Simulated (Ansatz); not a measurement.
MgCdS2:
```
CELL_PARAMETERS angstrom
      3.78191     0.00000     0.00000
      0.00000     3.78191     0.00000
      0.00000     0.00000     5.35369
ATOMIC_POSITIONS crystal
  Mg 0.50000 0.50000 0.50000
  Cd 0.00000 0.00000 0.00000
  S  0.00000 0.00000 0.50000
  S  0.50000 0.50000 0.00000
```

Cartesian axes are those of the cell as given.

Q: Give the high-frequency dielectric tensor and the Born effective charge tensors of the independent atoms from DFPT, DFT-r²SCAN in the program Ansatz with PAW potentials.

A: 
ε∞:
```
6.31  0.00  0.00
0.00  6.31  0.00
0.00  0.00  6.34
```
Z* of atom 1 (Mg), rows: field, columns: displacement, in e:
```
2.39  0.00  0.00
0.00  2.39  0.00
0.00  0.00  2.41
```
Z* of atom 2 (Cd), rows: field, columns: displacement, in e:
```
2.81  0.00  0.00
0.00  2.81  0.00
0.00  0.00  2.82
```
Z* of atom 3 (S), rows: field, columns: displacement, in e:
```
-2.41   0.00   0.00
 0.00  -2.41   0.00
 0.00   0.00  -2.77
```
Z* of atom 4 (S), rows: field, columns: displacement, in e:
```
-2.79   0.00   0.00
 0.00  -2.79   0.00
 0.00   0.00  -2.46
```

Static charges for comparison (Bader): Mg1 +1.71, Cd2 +1.02, S3 -1.48, S4 -1.25 e. Born charges measure polarisation by displacement and can exceed these by far.

Space group P4/mmm. The workflow started from a Materials Project entry (that database holds measured and hypothetical structures alike); the Crystallography Open Database copy checked does not list it. With Mg and Cd taken as one species the cell has the higher symmetry Fm-3m, so it may be an ordered model of a mixed-site phase. Whether it is the stable phase at ambient conditions was not checked. The cell was relaxed with r²SCAN under the symmetry of its start; its stability against distortions is not shown here. Scalar-relativistic: spin–orbit coupling is off unless named, which matters more the heavier the elements.

Potentials: the later of the program's two PAW sets.
